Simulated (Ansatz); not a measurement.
One crystal and one scan (scan of one atom of the cell) at two levels, PBE (plane waves to 420 eV, PAW, scalar-relativistic; Ansatz, an electronic-structure program) and r2SCAN (plane waves to 500 eV, PAW, scalar-relativistic; Ansatz), each from its own relaxed cell and on its own mesh. The cell shown is that of PBE.

Relaxed Zr (hcp, Mg type):

```yaml
crystal:
  lattice:
    - [6.46252, 0.00000, 0.00000]
    - [-1.61563, 2.79835, 0.00000]
    - [0.00000, 0.00000, 5.17316]
  atoms:
    - { symbol: Zr, position: [0.16667, 0.66667, 0.75000] }
    - { symbol: Zr, position: [0.66667, 0.66667, 0.75000] }
    - { symbol: Zr, position: [0.33333, 0.33333, 0.25000] }
    - { symbol: Zr, position: [0.83333, 0.33333, 0.25000] }
```

Scan: atom 4 (Zr, nearest neighbour Zr at 3.189 Å; its periodic images, 3.2 Å or more away, move with it) is displaced along Cartesian [110], direction (0.707, 0.707, 0.000) in Cartesian axes, by s. The other atoms stay.

The energy includes the smearing's −TS. Zr is run without spin polarisation. Zr was relaxed with its symmetry unable to fall. (PBE) Left out: 4 of 11 points, with atoms too close for the PAW data. (r2SCAN) Left out: 4 of 11 points, with atoms too close for the PAW data. With partly filled bands, energies and forces of such displacements shift with the k mesh and the smearing. Both scans cover s from -0.576 to 0.576 Å.

ΔE (meV/cell), each from the undisplaced structure of its own level:

```tsv
s (Å)	PBE	r2SCAN
-0.576	848	withheld
-0.384	375	409
-0.192	98	109
0.000	0	0
0.192	95	106
0.384	372	405
0.576	861	904
```

Task: Estimate the r2SCAN value at -0.576 from the PBE value there and the ratio of the two levels in the two nearest given rows on that side of the minimum.

Result: At -0.384 and -0.192 the ratio r2SCAN/PBE averages 1.101, which gives 1.101 × 848 = 934 meV/cell. The calculation gives 895 meV/cell, +5.5 % against PBE.

(For displaced atoms, the force is minus the slope of the energy, and its curvature is a force constant, which sets phonon frequencies.)
